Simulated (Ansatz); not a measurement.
One crystal and one scan (scan of one atom of the cell) at two levels, r2SCAN (plane waves to 500 eV, PAW, scalar-relativistic; Ansatz, a first-principles code) and PBE (plane waves to 420 eV, PAW, scalar-relativistic; Ansatz), each from its own relaxed cell and on its own mesh. The cell shown is that of r2SCAN.

Relaxed Ti (hcp, Mg type):

```
Ti
1.0
    2.93627     0.00000     0.00000
   -1.46813     2.54288     0.00000
    0.00000     0.00000     4.63716
Ti
2
Direct
  0.33333   0.66667   0.75000
  0.66667   0.33333   0.25000
```

Scan: atom 2 (Ti, nearest neighbour Ti at 2.872 Å; its periodic images, 2.9 Å or more away, move with it) is displaced along Cartesian [110], direction (0.707, 0.707, 0.000) in Cartesian axes, by s. The other atoms stay.

Energies are smeared free energies. The PAW data are Ansatz's earlier set. Ti is run without spin polarisation. Ti was relaxed with its symmetry unable to fall. With partly filled bands, energies and forces of such displacements shift with the k mesh and the smearing. Percentages come from the unrounded values. Both scans cover s from -0.290 to 0.290 Å.

Results of r2SCAN:

* **Lattice constant a (Å)**: 2.936
* **Lattice constant c (Å)**: 4.637
* **Relaxed volume (Å³/atom)**: 17.31
* **Energy at s = 0.290 Å (meV/cell)**: 72
* **Force along the line at s = -0.290 Å (eV/Å)**: 0.432
* **Force constant k = d²E/ds² at s = 0 (finite differences) (eV/Å²)**: 1.94
* **Zone-centre optical wavenumber from k (cm⁻¹)**: 148
* **Shape of the curve**: a single well with its minimum at or next to zero displacement

What does PBE give for the same quantities?


```csv
quantity,PBE,r2SCAN − PBE
Lattice constant a (Å),2.939,-0.003
Lattice constant c (Å),4.650,-0.013 (-0.3 %)
Relaxed volume (Å³/atom),17.39,-0.08 (-0.5 %)
Energy at s = 0.290 Å (meV/cell),60,+12 (+21 %)
Force along the line at s = -0.290 Å (eV/Å),0.346,+0.086 (+25 %)
Force constant k = d²E/ds² at s = 0 (finite differences) (eV/Å²),1.56,+0.38 (+24 %)
Zone-centre optical wavenumber from k (cm⁻¹),133,+15 (+11 %)
```

r2SCAN gives the higher value for: energy at s = 0.290 Å; force along the line at s = -0.290 Å; force constant k = d²E/ds² at s = 0; zone-centre optical wavenumber from k. r2SCAN gives the lower value for: lattice constant c. They agree on: lattice constant a (within 0.2 %); relaxed volume (within 0.6 %). Both give the same shape of the curve: a single well with its minimum at or next to zero displacement.

(A displaced cell: forces are minus the slopes of the energy, force constants its curvatures, and phonons follow from these.)
